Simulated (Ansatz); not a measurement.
System: Pt (fcc type), 1 atom in the cell.

```xyz
1
Lattice="0.0000 1.9874 1.9874 1.9874 0.0000 1.9874 1.9874 1.9874 0.0000" Properties=species:S:1:pos:R:3 pbc="T T T"
Pt    0.0000    0.0000    0.0000
```

Code and potentials: Ansatz PAW hard set, 700 eV. Settings of the plain PBE run: k-mesh 4×4×4 Γ-centred; Fermi–Dirac smearing of 0.15 eV; no spin polarisation; no spin–orbit coupling.

Plain PBE gives:

```
Pressure : -2.16 GPa
```

**Question.** What changes under PBE with spin–orbit coupling?

**Answer.** The pressure increases by 0.23 GPa to -1.93 GPa.

The stress includes the program's correction for the finite plane-wave basis.

The k-mesh is coarse, so these values belong to this mesh and can lie far from the converged ones.
